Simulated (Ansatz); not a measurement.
**LiCl (Fm-3m): phonons**

Method: r²SCAN, PAW on Ansatz 0.2.0's default frozen-core files (fitted under PBE), scalar-relativistic.

The cell comes from a PAW relaxation under the same functional.

Launched as:

```sh
ansatz run input.yaml --threads 2 --pin off --max-ram 5120MiB --backend cpu --events-out ev --progress --plain --runs-dir out
```

Input file:

```yaml
crystal:
  lattice:
    - [0.0, 2.55619860088, 2.55619860088]
    - [2.55619860088, 0.0, 2.55619860088]
    - [2.55619860088, 2.55619860088, 0.0]
  atoms:
    - { symbol: Li, position: [0.0, 0.0, 0.0] }
    - { symbol: Cl, position: [0.5, 0.5, 0.5] }
kpoints:
  mp_grid: { grid: [8, 8, 8] }
scf:
  occupations: { method: fixed }
hamiltonian:
  xc: r2scan
  pseudopotentials: { kind: paw }
phonons:
  method: dfpt
  dielectric: true
  rigid_motions: translations
```

The program printed:

```
Warning: RAYON_NUM_THREADS=2 ignored (pool sized by the plan → 2); use --threads N
Engine: ansatz 0.2.0, x86_64-unknown-linux-gnu
Pseudopotentials: kind: paw
Pseudopotential: Li, paw, valence charge 3, recommended cutoff 500 eV (meta_gga), Li.paw.azcp
Pseudopotential: Cl, paw, valence charge 7, recommended cutoff 500 eV (meta_gga), Cl.paw.azcp
Functional definition: r2SCAN
  parameter k0 = 0.174
  parameter k1 = 0.065
  parameter a1 = 4.9479
  exchange = r2scan_x(k0 = k0, k1 = k1, a1 = a1)
  correlation = r2scan_c
Crystal: 2 atoms, lattice volume = 33.405 Å³
Basis set: ecut = 500 eV, 869 PW (Γ), exchange–correlation on 270×270×270 points (1000 copies of the dense FFT grid, shifted against one another)
Bands: 9, of which v1, the nominal top of the filled ones, is band 5 counted from 1 (4 counted from 0)
Symmetry: 48 space group operations
k-points: 59 of 512 (irreducible under 8 space group operations, time reversal used)
Non-local potential: Li, projectors of the file, l = 0: 3, l = 1: 2, l = 2: 1
Non-local potential: Cl, projectors of the file, l = 0: 2, l = 1: 2, l = 2: 2
[... 45 lines left out ...]
  ε∞ (high-frequency dielectric tensor):
        2.827294     0.000000     0.000000
        0.000000     2.827294    -0.000000
        0.000000     0.000000     2.827294
  ε⁰ (static dielectric tensor: ions relaxed, cell fixed):
       12.232044    -0.000000     0.000000
       -0.000000    12.232044    -0.000000
        0.000000     0.000000    12.232044
  ε⁰ − ε∞ (ionic part):
        9.404750    -0.000000     0.000000
       -0.000000     9.404750     0.000000
        0.000000     0.000000     9.404750
  softest optical mode at Γ: 192.47 cm⁻¹; the repairs (sum rule, projections) moved no ω² at Γ by more than (1.32 cm⁻¹)²
  Born effective charges Z* (e; rows j = field, columns β = displacement):
    site 0:
         1.17166    0.00000    0.00000
        -0.00000    1.17166    0.00000
         0.00000   -0.00000    1.17166
    site 1:
        -1.17166   -0.00000    0.00000
         0.00000   -1.17166   -0.00000
         0.00000    0.00000   -1.17166
  Z* charge neutrality: 6.776e-5 e pre-enforcement
  k-mesh period / interband length: 28.9 Å / 1.22 Å = 23.79 at k = (0.0000, 0.0000, -0.5000), direct gap 7.820 eV — 14 or more, which is no proof of convergence
  optical modes at Γ without the LO–TO term, one row a degenerate level:
      ω (cm⁻¹)  modes    IR ((D/Å)²/amu)
        192.47      3            16.3708
  optical modes at Γ + LO–TO along q̂ = [1.0000, 0.0000, 0.0000]:
      ω (cm⁻¹)  modes    IR ((D/Å)²/amu)
        192.47      2            10.9139
        400.35      1             5.4569
  optical modes at Γ + LO–TO along q̂ = [0.0000, 1.0000, 0.0000]:
      ω (cm⁻¹)  modes    IR ((D/Å)²/amu)
        192.47      2            10.9139
        400.35      1             5.4569
  optical modes at Γ + LO–TO along q̂ = [0.0000, 0.0000, 1.0000]:
      ω (cm⁻¹)  modes    IR ((D/Å)²/amu)
        192.47      2            10.9139
        400.35      1             5.4569
```

The calculation finished and met its thresholds.

### Zone-centre phonons

Harmonic phonons of a crystal by Kohn-Sham DFT at the given cell, standard atomic masses, acoustic sum rule imposed; negative wavenumbers are unstable modes; optical zone-centre levels upwards with Mulliken labels, activity, and the element with most of the kinetic energy.

```
Point group : m-3m
```

```csv
number,phonon wavenumber (cm⁻¹),label,infrared,raman,lead element
1,192.5,T1u,yes,no,Li
```

**Field response**

Linear response of an insulating crystal by Kohn-Sham DFT to a field and to zone-centre displacements, local fields included; Born charges neutralised; LO modes for wave vectors along x and z; Cartesian axes as in the input.

```json
{
  "Dielectric electronic (x, y, z)": "2.827, 2.827, 2.827",
  "Dielectric static (x, y, z)": "12.23, 12.23, 12.23",
  "Highest phonon with field along x": "400.3 cm⁻¹",
  "Highest phonon with field along z": "400.3 cm⁻¹",
  "Highest phonon without field": "192.5 cm⁻¹"
}
```

```csv
atom,born charge xx (e),born charge yy (e),born charge zz (e)
Li1,1.172,1.172,1.172
Cl2,-1.172,-1.172,-1.172
```

Keep in mind: frozen-core PAW files fitted under PBE, their cores solved anew for the functional of the run; zone-boundary modes aren't tested; no LO-TO term at the zone centre.

It took 23 s on 2 threads of Intel(R) Xeon(R) Platinum 8488C (Sapphire Rapids), with other jobs on the host, peak memory 4.2 GiB.
